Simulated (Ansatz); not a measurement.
Y (hcp, Mg type)

```xyz
2
Lattice="3.6557 0.0000 0.0000 -1.8278 3.1659 0.0000 0.0000 0.0000 5.6788" Properties=species:S:1:pos:R:3 pbc="T T T"
Y      0.0000     2.1106     4.2591
Y      1.8278     1.0553     1.4197
```

The slice is a (1 -1 0 0) plane (indices of the conventional cell) through the point (0.333, 0.667, 0.750) (fractional), spanned by u = [110] and v = [001] in vectors of this cell: u (3.66 Å) and v (5.68 Å, at 90° to u). It covers one period; positions are fractions (u, v).

Method: PBE (plane waves to 420 eV, PAW, scalar-relativistic; Ansatz, a program for electronic structure). k mesh 15×15×8. Near the nuclei the fields are pseudised (PAW); where an atom keeps semicore shells as valence, they peak there. The PAW data are Ansatz's earlier set. Y is run without spin polarisation. Y was relaxed with its symmetry unable to fall.

Q: What is the valence density on the shortest Y–Y line in this plane (3.66 Å), at its midpoint?

A: 0.10 e/Å³.

Q: What is the ELF at the midpoint of the shortest Y–Y line in this plane (3.66 Å)?

A: 0.2.

Q: Sketch the valence electron density on this plane as a map.

A: 
```
|999741000014799|
|998631000013689|
|876420000002467|
|554210000001245|
|221000000000012|
|100000000000000|
|000000000000000|
|000000000000000|
|000000111100000|
|000001222210000|
|000011233211000|
|000012333321000|
|000011233211000|
|000001222210000|
|000000111100000|
|000000000000000|
|000000000000000|
|100000000000000|
|221000000000012|
|554210000001245|
|876420000002467|
|998631000013689|
|999741000014799|
|999852000025899|
```
Scale: ten equal steps from -1.03 (start of '0') to 0.54 (end of '9'), in the order '0123456789'. Values: log₁₀ of the valence density in e/Å³. The map has 15 points along u (one character each, u = 0 at the left) and 24 along v (v = 0 in the bottom row). The scale is logarithmic, as a density can span decades between atoms and voids.
